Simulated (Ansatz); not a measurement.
TiC (rock salt)

```
CELL_PARAMETERS angstrom
      0.00000     4.32781     4.32781
      2.16390     0.00000     2.16390
      2.16390     2.16390     0.00000
ATOMIC_POSITIONS crystal
  C  0.00000 0.00000 0.00000
  C  0.50000 0.00000 0.00000
  Ti 0.25000 0.50000 0.50000
  Ti 0.75000 0.50000 0.50000
```

The atoms are displaced by Q × the pattern below (from a DFPT mode at L = (0.5, 0.0, 0.0), largest move 1; Q in Å), at fixed cell. It is one choice among 2 degenerate patterns. (q is in reciprocal vectors of the primitive cell; the cell shown is doubled to hold the pattern.)

```
atom       x       y       z
----  ------  ------  ------
C1    -0.285   0.520  -0.805
C2     0.285  -0.520   0.805
```

Atoms not listed stay in place.

Method: r2SCAN (plane waves to 500 eV, PAW, scalar-relativistic; Ansatz, an electronic-structure program). k mesh 9×18×18 (Γ-centred), Fermi-Dirac smearing 0.05 eV. Energies are smeared free energies. With partly filled bands, energies and forces of such displacements shift with the k mesh and the smearing. TiC is run without spin polarisation. TiC was relaxed with its symmetry unable to fall. The zero of ΔE is the undisplaced structure.

| Q (Å) | ΔE (meV/cell) |
|---|---|
| -0.100 | 147 |
| -0.067 | 66 |
| -0.033 | 16 |
| 0.000 | 0 |
| 0.033 | 16 |
| 0.067 | 66 |
| 0.100 | 147 |

**Question.** Which DFPT wavenumber at L = (0.5, 0.0, 0.0) belongs to this mode?
A. 742 cm⁻¹
B. 463 cm⁻¹
C. 256 cm⁻¹
D. 578 cm⁻¹

**Answer.** D, 578 cm⁻¹. The curvature of the scan gives 578 cm⁻¹

(For displaced atoms, the force is minus the slope of the energy, and its curvature is a force constant, which sets phonon frequencies.)
